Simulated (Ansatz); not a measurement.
YCu$_{5}$:
Space group P6/mmm (No. 191); a = b = 4.999 Å, c = 4.032 Å, α = β = 90.00°, γ = 120.00°

| atom | site | symmetry | x | y | z |
|---|---|---|---|---|---|
| Cu | 3g | mmm | 0.5000 | 0.5000 | 0.5000 |
| Cu | 2c | -6m2 | 0.3333 | 0.6667 | 0.0000 |
| Y | 1a | 6/mmm | 0.0000 | 0.0000 | 0.0000 |

Relaxed with r²SCAN.

Question: Tabulate the valence density and the electron localisation function along the shortest Cu–Y contact (2.89 Å), r²SCAN (plane waves, PAW; program Ansatz).

Answer: 

```csv
distance from Cu (Å),density (e/Å³),ELF
0.29,31.62,0.73
0.43,13.12,0.46
0.58,4.76,0.28
0.72,1.77,0.23
0.87,0.71,0.21
1.01,0.37,0.22
1.15,0.26,0.25
1.30,0.20,0.23
1.44,0.18,0.14
1.59,0.19,0.09
1.73,0.28,0.16
1.88,0.52,0.44
2.02,1.02,0.73
2.16,1.83,0.84
2.31,2.82,0.86
2.45,3.56,0.80
2.60,3.66,0.65
```

The density is the valence pseudo-density with augmentation charge, so density and ELF within about 1 Å of a nucleus are not all-electron values.

The workflow started from an entry of the Crystallography Open Database (COD). Its standing as an ambient phase is unchecked. The r²SCAN relaxation kept the symmetry of its start; its stability against distortions is not shown here. The run is not spin-polarised. Axis ratios of metals converge slowly with the k-mesh, so a and c are less sure than the volume.

Potentials: the later of the program's two PAW sets.
